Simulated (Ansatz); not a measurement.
## Computed properties of IrW

IrW:
```
IrW
1.0
    0.00000     2.60071     2.60071
    2.60071     0.00000     2.60071
    2.60071     2.60071     0.00000
Ir W
1 1
Direct
  0.00000   0.00000   0.00000
  0.50000   0.50000   0.50000
```

Space group Fm-3m (No. 225), rock salt; conventional cell a = b = c = 5.201 Å, α = β = γ = 90.00°.

Method: plane-wave PAW PBE (Ansatz code). The cell and atoms are relaxed at this level. Other levels are named where they apply.

Cell and energy:

| Item | Value |
|---|---|
| Volume per atom | 17.59 Å³ |
| Density | 17.75 g/cm³ |
| Formation energy from the elements (no fitted shifts) | 0.83 eV/atom |

Electronic structure:

| Item | Value |
|---|---|
| Electronic character | metallic (no gap) |
| Density of states at the Fermi level | 0.95 states/eV per atom (mean over ±0.08 eV) |
| Gap with spin–orbit coupling | none (metallic) |

Mechanics:

| Quantity | Result |
|---|---|
| Bulk modulus (Birch–Murnaghan fit) | 245 GPa |
| Pressure derivative B′ | 4.5 |

The start of the workflow was typed in or built on a structure type; neither database checked (COD, Materials Project) lists it. COD files the formula under space group No. 51. Whether it is the stable phase at ambient conditions was not checked. Symmetry was held in the PBE relaxation; whether a distortion lowers the energy is not shown. No spin polarisation was allowed. The volume moved by 18 % from the start of the relaxation. Its formation energy is positive at this level, so the cell may be metastable or incomplete. The references are the lowest solids computed at this level, not always the standard phases. Scalar-relativistic: spin–orbit coupling is off unless named, which matters more the heavier the elements.

Potentials: the earlier of the program's two PAW sets.
